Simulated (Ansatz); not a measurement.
**Stress against strain in Sn**

```xyz
2
Lattice="0.0000 3.2456 3.2456 3.2456 0.0000 3.2456 3.2456 3.2456 0.0000" Properties=species:S:1:pos:R:3 pbc="T T T"
Sn    3.2456    3.2456    3.2456
Sn    4.8684    4.8684    4.8684
```

Atom numbers follow the list: Sn1, Sn2.

The cell is COD entry 9008568, as deposited and not checked against the literature; nothing was relaxed.

No spin–orbit coupling, which matters for the heavy atoms here.

Theory: DFT, PBEsol, all-electron LAPW, scalar-relativistic in Ansatz 0.2.0.

Numerical set-up: a Γ-centred 11×11×11 k mesh, Fermi–Dirac smearing of 0.05 eV, basis error target 1 meV/atom, no spin polarisation.

The strain is applied along the Cartesian axes of the cell as listed (the other components stay zero). Fractional coordinates are held (clamped ions).

σ is the change of stress from the unstrained cell, which is at 0.99 GPa; tension is positive, so slopes are stress–strain coefficients at that pressure. In a metal the k mesh adds noise.

Only quantities that a quadratic follows smoothly over the whole series are listed; rougher ones are left out.

```csv
εxx = εyy,σzz (GPa),σxx (GPa)
-0.0200,-1.63,-2.26
0.0000,0.00,0.00
0.0100,0.68,0.97
0.0200,1.29,1.85
```

Question: Fit the series and read off the stiffness at zero strain.

Answer: Least-squares fits y = p0 + p1 x + p2 x² to the rows give σzz (GPa): p1 = 72.9, p2 = -420; σxx (GPa): p1 = 103, p2 = -510. So 2 C12 = 73 GPa and C11 + C12 = 103 GPa.

Question: One run, at εxx = εyy = -0.0100, is withheld. Predict its row.

Answer: The fits give -0.77, -1.08; the run gave -0.77, -1.07.
